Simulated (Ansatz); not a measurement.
SiO2 (rutile), scan of one atom of the cell

Relaxed SiO2 (rutile):

```
CELL_PARAMETERS angstrom
      4.19454     0.00000     0.00000
      0.00000     4.19454     0.00000
      0.00000     0.00000     2.67824
ATOMIC_POSITIONS crystal
  Si 0.50000 0.50000 0.50000
  Si 0.00000 0.00000 0.00000
  O  0.80605 0.80605 0.50000
  O  0.30605 0.69395 0.00000
  O  0.69395 0.30605 0.00000
  O  0.19395 0.19395 0.50000
```

Scan: atom 5 (O, nearest neighbour Si at 1.765 Å; its periodic images, 2.7 Å or more away, move with it) is displaced along Cartesian [110], direction (0.707, 0.707, 0.000) in Cartesian axes, by s. The other atoms stay.

All values below come from PBEsol (plane waves to 420 eV, PAW, scalar-relativistic; Ansatz, a first-principles code). k mesh 6×6×10 (Γ-centred), Fermi-Dirac smearing 0.05 eV. The energy includes the smearing's −TS. Compression counts positive. F∥ is the force on the atom along that direction. F⊥ is the part of the force across the line. SiO2 was relaxed with its symmetry unable to fall. The PAW data are Ansatz's earlier set. The zero of ΔE is the undisplaced structure.

```tsv
s (Å)	ΔE (meV/cell)	P (GPa)	F∥ (eV/Å)	|F⊥| (eV/Å)
-0.180	184.1	0.25	2.061	0.023
-0.144	117.5	0.15	1.640	0.014
-0.108	65.9	0.08	1.224	0.008
-0.072	29.3	0.03	0.814	0.003
-0.036	7.3	0.00	0.406	0.001
0.000	0.0	-0.01	0.000	0.000
0.036	7.3	0.00	-0.406	0.001
0.072	29.3	0.03	-0.814	0.003
0.108	65.9	0.08	-1.224	0.008
0.144	117.5	0.15	-1.640	0.014
0.180	184.1	0.25	-2.061	0.023
```

Derived quantities:

The energy at s = 0.180 Å is 184.1 meV/cell. The force along the line at s = -0.180 Å is 2.06 eV/Å and the force constant k = d²E/ds² at s = 0 (finite differences) is 11.3 eV/Å². Symmetry of the curve: even: the same for both signs. Shape of the curve: a single well with its minimum at or next to zero displacement. Harmonic estimate at the end of the scan: ½ks² = 182.6 meV/cell against the computed 184.1 meV/cell, so the well is close to harmonic there.

The 11 points together took very roughly 3 core-minutes.

(For displaced atoms, the force is minus the slope of the energy, and its curvature is a force constant, which sets phonon frequencies.)
